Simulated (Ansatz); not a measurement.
Total density of states per atom from the program Ansatz at the r²SCAN level (PAW), in 0.25 eV bins, energy from the valence-band maximum:

```json
[
 {"E (eV)": "-7.85", "states/eV/atom": "0.00"},
 {"E (eV)": "-7.60", "states/eV/atom": "0.00"},
 {"E (eV)": "-7.35", "states/eV/atom": "0.00"},
 {"E (eV)": "-7.10", "states/eV/atom": "0.00"},
 {"E (eV)": "-6.85", "states/eV/atom": "0.00"},
 {"E (eV)": "-6.60", "states/eV/atom": "0.00"},
 {"E (eV)": "-6.35", "states/eV/atom": "0.00"},
 {"E (eV)": "-6.10", "states/eV/atom": "0.00"},
 {"E (eV)": "-5.85", "states/eV/atom": "0.00"},
 {"E (eV)": "-5.60", "states/eV/atom": "0.00"},
 {"E (eV)": "-5.35", "states/eV/atom": "0.03"},
 {"E (eV)": "-5.10", "states/eV/atom": "0.37"},
 {"E (eV)": "-4.85", "states/eV/atom": "0.69"},
 {"E (eV)": "-4.60", "states/eV/atom": "0.58"},
 {"E (eV)": "-4.35", "states/eV/atom": "0.75"},
 {"E (eV)": "-4.10", "states/eV/atom": "0.78"},
 {"E (eV)": "-3.85", "states/eV/atom": "0.82"},
 {"E (eV)": "-3.60", "states/eV/atom": "1.06"},
 {"E (eV)": "-3.35", "states/eV/atom": "0.95"},
 {"E (eV)": "-3.10", "states/eV/atom": "1.04"},
 {"E (eV)": "-2.85", "states/eV/atom": "0.67"},
 {"E (eV)": "-2.60", "states/eV/atom": "0.99"},
 {"E (eV)": "-2.35", "states/eV/atom": "0.59"},
 {"E (eV)": "-2.10", "states/eV/atom": "0.79"},
 {"E (eV)": "-1.85", "states/eV/atom": "0.46"},
 {"E (eV)": "-1.60", "states/eV/atom": "0.55"},
 {"E (eV)": "-1.35", "states/eV/atom": "0.63"},
 {"E (eV)": "-1.10", "states/eV/atom": "0.79"},
 {"E (eV)": "-0.85", "states/eV/atom": "0.56"},
 {"E (eV)": "-0.60", "states/eV/atom": "0.90"},
 {"E (eV)": "-0.35", "states/eV/atom": "0.33"},
 {"E (eV)": "-0.10", "states/eV/atom": "0.07"},
 {"E (eV)": "0.15", "states/eV/atom": "0.00"},
 {"E (eV)": "0.40", "states/eV/atom": "0.00"},
 {"E (eV)": "0.65", "states/eV/atom": "0.00"},
 {"E (eV)": "0.90", "states/eV/atom": "0.00"},
 {"E (eV)": "1.15", "states/eV/atom": "0.00"},
 {"E (eV)": "1.40", "states/eV/atom": "0.00"},
 {"E (eV)": "1.65", "states/eV/atom": "0.00"},
 {"E (eV)": "1.90", "states/eV/atom": "0.00"},
 {"E (eV)": "2.15", "states/eV/atom": "0.00"},
 {"E (eV)": "2.40", "states/eV/atom": "0.00"},
 {"E (eV)": "2.65", "states/eV/atom": "0.00"},
 {"E (eV)": "2.90", "states/eV/atom": "0.01"},
 {"E (eV)": "3.15", "states/eV/atom": "0.08"},
 {"E (eV)": "3.40", "states/eV/atom": "0.17"},
 {"E (eV)": "3.65", "states/eV/atom": "0.70"},
 {"E (eV)": "3.90", "states/eV/atom": "1.46"},
 {"E (eV)": "4.15", "states/eV/atom": "3.11"},
 {"E (eV)": "4.40", "states/eV/atom": "4.94"},
 {"E (eV)": "4.65", "states/eV/atom": "1.52"},
 {"E (eV)": "4.90", "states/eV/atom": "1.10"}
]
```

Q: Which compound is it?
A. SiO2, P4_32_12 (Si on 4a, O on 8b)
B. Cr2N, C2/m (N on 2a, Cr on 4i)
C. LaHfNO2, I2_12_12_1 (Pearson symbol oI20)
D. CaO, CsCl type

A: C, LaHfNO2, I2_12_12_1 (Pearson symbol oI20). Top 1 eV of the valence band: N 2p 60 %, O 2p 20 %, Hf 5d 6 %, La 5d 6 %. Bottom 1 eV of the conduction band: La 4f 38 %, Hf 5d 36 %, La 5d 18 %. Projections are on Löwdin-orthogonalised atomic valence shells; empty p or d shells of many metals are not among them.

The start of the workflow was typed in or built on a structure type; neither database checked (COD, Materials Project) lists it. Whether it is the stable phase at ambient conditions was not checked. The cell was relaxed with r²SCAN under the symmetry of its start; its stability against distortions is not shown here. No spin polarisation was allowed. Scalar-relativistic: spin–orbit coupling is off unless named, which matters more the heavier the elements.

Potentials: the earlier of the program's two PAW sets.
